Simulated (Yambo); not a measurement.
Convergence of the G0W0 gap of IrCl3

G0W0@PBEsol for IrCl$_{3}$ (space group C2/m, No. 12) in Yambo. Reference settings: 2×2×2 Γ-centred k mesh, bands 9 to 348 and a 8 Ry block in the screening, 348 bands in G with the Bruneval-Gonze terminator, plasmon pole fitted at 27.2 eV. The PBEsol gap (-0.5, -0.5, 0) → (-0.5, -0.5, -0.5) on this mesh is 1.70 eV; G0W0 gaps are taken between the same points.

```csv
change from the reference,"G0W0 gap (-0.5, -0.5, 0) → (-0.5, -0.5, -0.5) (eV)",shift of the valence edge (eV),rough Yambo cost
reference settings,3.33,-0.62,1
"131 bands in W, 131 bands in G",3.35,-0.38,about 1/2
"224 bands in W, 224 bands in G",3.33,-0.54,within a factor of two
131 bands in G,3.34,-0.57,–
224 bands in G,3.32,-0.61,–
7 Ry block,3.31,-0.59,within a factor of two
pole fitted at 10 eV,3.24,-0.47,–
no random integration,3.27,-0.38,–
"131 bands in G, no terminator",3.41,-0.01,–
```

The reference isn't shown to be the converged limit. Costs are rough (shared machines), scaled to the same edge states, and given only for runs that recompute the screening. In the run with 348 bands and a 8 Ry block, which covers more k points, the smallest G0W0 gap is 3.28 eV, (-0.5, -0.5, -0.5) → (-0.5, -0.5, -0.5).

Without spin-orbit coupling, band edges of such heavy elements can be off by tenths of an eV.

Geometry relaxed with PBE+D3(BJ); primitive cell a = b = 6.0653 Å, c = 5.9487 Å, α = β = 99.28°, γ = 120.02°.

The structure is a Materials Project entry; no match was found in the copy of COD used, and its stability was not checked.

A shift is the quasiparticle energy of the state minus its PBEsol energy.
